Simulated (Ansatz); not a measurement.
TiSeS:
```cif
data_SSeTi
_chemical_formula_sum 'Ti1 Se1 S1'
_space_group_name_H-M_alt 'P 1'
_space_group_IT_number 1
_cell_length_a 3.47773
_cell_length_b 3.47773
_cell_length_c 5.99169
_cell_angle_alpha 90.000
_cell_angle_beta 90.000
_cell_angle_gamma 120.000
loop_
_space_group_symop_operation_xyz
  'x, y, z'
loop_
_atom_site_label
_atom_site_type_symbol
_atom_site_fract_x
_atom_site_fract_y
_atom_site_fract_z
_atom_site_occupancy
Ti1 Ti 0.33333 0.66667 0.98559 1
Se1 Se 0.66667 0.33333 0.25086 1
S1 S 0.00000 0.00000 0.76355 1
```

Relaxed with r²SCAN+D4.

**Question.** Which orbitals make up the states near the Fermi level in the program Ansatz at the r²SCAN+D4 level (PAW)?

**Answer.** Within 0.5 eV of the Fermi level: Ti 3d 72 %, S 3p 12 %, Se 4p 12 %. Projections are on Löwdin-orthogonalised atomic valence shells; empty p or d shells of many metals are not among them.

**Question.** Tabulate the density of states.

**Answer.** States/eV per cell of 3 atoms, in 0.25 eV bins, energy from the Fermi level.

```tsv
E (eV)	total	Ti 3d	S 3p	Se 4p
-7.85	0.00	0.00	0.00	0.00
-7.60	0.00	0.00	0.00	0.00
-7.35	0.00	0.00	0.00	0.00
-7.10	0.00	0.00	0.00	0.00
-6.85	0.00	0.00	0.00	0.00
-6.60	0.00	0.00	0.00	0.00
-6.35	0.00	0.00	0.00	0.00
-6.10	0.00	0.00	0.00	0.00
-5.85	0.00	0.00	0.00	0.00
-5.60	0.56	0.09	0.23	0.16
-5.35	1.26	0.20	0.55	0.34
-5.10	1.70	0.27	0.82	0.41
-4.85	2.62	0.42	1.36	0.60
-4.60	3.73	0.54	1.51	1.45
-4.35	2.47	0.35	0.89	1.04
-4.10	1.97	0.29	0.86	0.60
-3.85	1.89	0.40	0.86	0.45
-3.60	2.05	0.45	0.97	0.53
-3.35	3.24	0.84	1.62	0.66
-3.10	7.64	2.50	3.24	1.70
-2.85	1.92	0.44	0.69	0.70
-2.60	1.99	0.40	0.56	0.92
-2.35	2.23	0.40	0.50	1.21
-2.10	2.34	0.38	0.58	1.26
-1.85	2.56	0.39	0.68	1.37
-1.60	2.83	0.41	0.75	1.57
-1.35	1.93	0.35	0.50	1.02
-1.10	1.19	0.25	0.31	0.60
-0.85	0.85	0.18	0.22	0.41
-0.60	0.61	0.13	0.16	0.30
-0.35	0.28	0.08	0.07	0.13
-0.10	0.16	0.05	0.04	0.07
0.15	0.96	0.76	0.10	0.05
0.40	1.98	1.58	0.19	0.12
0.65	3.56	2.94	0.27	0.24
0.90	1.67	1.34	0.12	0.17
1.15	1.64	1.18	0.16	0.26
1.40	6.82	5.68	0.40	0.64
1.65	5.48	4.55	0.31	0.48
1.90	1.88	1.46	0.14	0.23
2.15	0.00	0.00	0.00	0.00
2.40	0.00	0.00	0.00	0.00
2.65	1.94	1.21	0.34	0.22
2.90	3.42	2.00	0.64	0.52
3.15	3.56	1.95	0.70	0.70
3.40	3.86	2.07	0.71	0.81
3.65	2.68	1.47	0.44	0.53
3.90	0.53	0.30	0.07	0.10
4.15	0.00	0.00	0.00	0.00
4.40	0.00	0.00	0.00	0.00
4.65	0.00	0.00	0.00	0.00
```

Space group P3m1. The first step of the workflow began from a Materials Project structure, measured or hypothetical; the Crystallography Open Database copy checked does not list it. Its standing as an ambient phase is unchecked. The r²SCAN+D4 relaxation kept the symmetry of its start; whether a distortion lowers the energy is not shown. No spin polarisation was allowed. Spin–orbit coupling is left out wherever it is not named.

Potentials: the later of the program's two PAW sets.
